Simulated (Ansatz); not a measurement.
## ZrSi$_{2}$: relaxation (Ansatz)

The input file (Ansatz 0.2.0, plane waves):

```yaml
crystal:
  lattice:
    - [3.760873, 0.0, 0.0]
    - [1.880436, -7.385262, 0.0]
    - [0.0, 0.0, -3.710323]
  atoms:
    - { symbol: Zr, position: [0.106, 0.788, 0.75] }
    - { symbol: Zr, position: [0.894, 0.212, 0.25] }
    - { symbol: Si, position: [0.75, 0.5, 0.75] }
    - { symbol: Si, position: [0.25, 0.5, 0.25] }
    - { symbol: Si, position: [0.355, 0.29, 0.75] }
    - { symbol: Si, position: [0.645, 0.71, 0.25] }
  symmetry: { tolerance: 0.0003 }
kpoints:
  mp_grid: { grid: [6, 6, 6], shift: [0, 0, 0] }
magnetization:
  spin_polarized: false
scf:
  occupations: { method: cold, width: 0.1483 }
  lower_state_search: "off"
hamiltonian:
  pseudopotentials: { kind: paw }
  xc: pbe
basis:
  ecutwfc: 420
  fft_grid_basis: typed
relax:
  max_steps: 60
output:
  forces: true
  stress: true
  eigenvalues: true
  bader: true
  populations: true
  elf: true
  write_potential: true
  volumetric_format: npy
  dos:
    e_range: [-12, 8]
    de: 0.05
    projected: { site_lists: { Si: [Si], Zr: [Zr] } }
checkpoint:
  read: saved_state
```

The command:

```bash
ansatz run input.yaml --threads 2 --pin off --max-ram 2560MiB --backend cpu --events-out ev --progress --plain --runs-dir out
```

Origin of the cell: a database entry, scaled a little.

The saved state is a converged single point of the same cell.

Steps:

```json
{"step": "1", "ΔF (meV/atom)": "0.0", "max force component (eV/Å)": "2.485", "SCF iterations": "5", "step was": "accepted"}
{"step": "2", "ΔF (meV/atom)": "-117.9", "max force component (eV/Å)": "2.214", "SCF iterations": "6", "step was": "accepted"}
{"step": "3", "ΔF (meV/atom)": "-254.9", "max force component (eV/Å)": "1.951", "SCF iterations": "5", "step was": "accepted"}
{"step": "4", "ΔF (meV/atom)": "-379.0", "max force component (eV/Å)": "1.788", "SCF iterations": "5", "step was": "accepted"}
{"step": "5", "ΔF (meV/atom)": "-495.8", "max force component (eV/Å)": "1.776", "SCF iterations": "5", "step was": "accepted"}
{"step": "6", "ΔF (meV/atom)": "-612.4", "max force component (eV/Å)": "1.729", "SCF iterations": "5", "step was": "accepted"}
{"step": "7", "ΔF (meV/atom)": "-716.3", "max force component (eV/Å)": "1.322", "SCF iterations": "5", "step was": "accepted"}
{"step": "8", "ΔF (meV/atom)": "-771.2", "max force component (eV/Å)": "0.323", "SCF iterations": "5", "step was": "accepted"}
{"step": "9", "ΔF (meV/atom)": "-771.9", "max force component (eV/Å)": "0.231", "SCF iterations": "5", "step was": "accepted"}
{"step": "10", "ΔF (meV/atom)": "-772.8", "max force component (eV/Å)": "0.027", "SCF iterations": "4", "step was": "accepted"}
{"step": "11", "ΔF (meV/atom)": "-772.9", "max force component (eV/Å)": "0.004", "SCF iterations": "4", "step was": "accepted"}
```

Before:

Space group Cmcm (No. 63); the run's cell has a = 3.761 Å, b = 7.621 Å, c = 3.710 Å, α = 90.00°, β = 90.00°, γ = 75.71°. Shortest distances: Si–Si 2.42 Å, Si–Zr 2.70 Å.

The relaxed structure.

Space group Cmcm (No. 63); the run's cell has a = 3.761 Å, b = 7.621 Å, c = 3.710 Å, α = 90.00°, β = 90.00°, γ = 75.71°. Shortest distances: Si–Si 2.44 Å, Si–Zr 2.75 Å.

```xyz
6
Lattice="3.7609 0.0000 0.0000 1.8804 -7.3853 0.0000 0.0000 0.0000 -3.7103" Properties=species:S:1:pos:R:3 pbc="T T T"
Zr    1.8804   -5.8383   -2.7827
Zr    3.7609   -1.5469   -0.9276
Si    3.7609   -3.6928   -2.7827
Si    1.8804   -3.6924   -0.9276
Si    1.8804   -0.7901   -2.7827
Si    3.7609   -6.5952   -0.9276
```

* Free energy lowered by: 772.9 meV/atom
* Final pressure: -2.80 GPa
* Relaxation steps listed: 11

Caveats: no moments, though an odd count or open d shells may carry them; the SCF threshold is looser than advised for a stress; the relaxation held the start's symmetry, so the end may be a saddle point.

Time: 2.8 min on 2 threads of Arm Neoverse N1, on a shared host, peak memory 0.45 GiB, from a saved density.
